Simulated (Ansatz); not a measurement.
TiSi₂:
```
CELL_PARAMETERS angstrom
      0.00000     4.13212     4.28581
      2.40092     0.00000     4.28581
      2.40092     4.13212     0.00000
ATOMIC_POSITIONS crystal
  Ti 0.75000 0.75000 0.75000
  Ti 0.50000 0.50000 0.50000
  Si 0.08734 0.41266 0.08734
  Si 0.41266 0.08734 0.41266
  Si 0.16266 0.83734 0.16266
  Si 0.83734 0.16266 0.83734
```

Relaxed with PBE.

**Question.** Decompose the optical modes at the zone centre into irreducible representations, and say which are infrared and Raman allowed.

**Answer.** Point group mmm: Γ_opt = Ag + Au + 3B1g + 2B1u + 2B2g + B2u + 3B3g + 2B3u. Infrared: B1u, B2u, B3u. Raman: Ag, B1g, B2g, B3g.

**Question.** Assign frequencies (DFPT, PBE in the plane-wave PAW code Ansatz).

**Answer.** B3u 184, B2g 191, B1g 206, B1u 230, Ag 244, B3g 254, B2g 255, B3g 277, B2u 291, Au 309, B1g 333, B3u 365, B3g 379, B1u 398, B1g 426 cm⁻¹.

Subscripts of B labels follow the axes of the standard setting.

Space group Fddd. The cell was relaxed with PBE under the symmetry of its start; of distortions, only those at the zone centre were tested. The run is not spin-polarised. As this level gives no gap, phonon frequencies hold no LO–TO term and depend on the k-mesh and smearing (Fermi–Dirac, 0.1 eV here).

Potentials: the later of the program's two PAW sets.
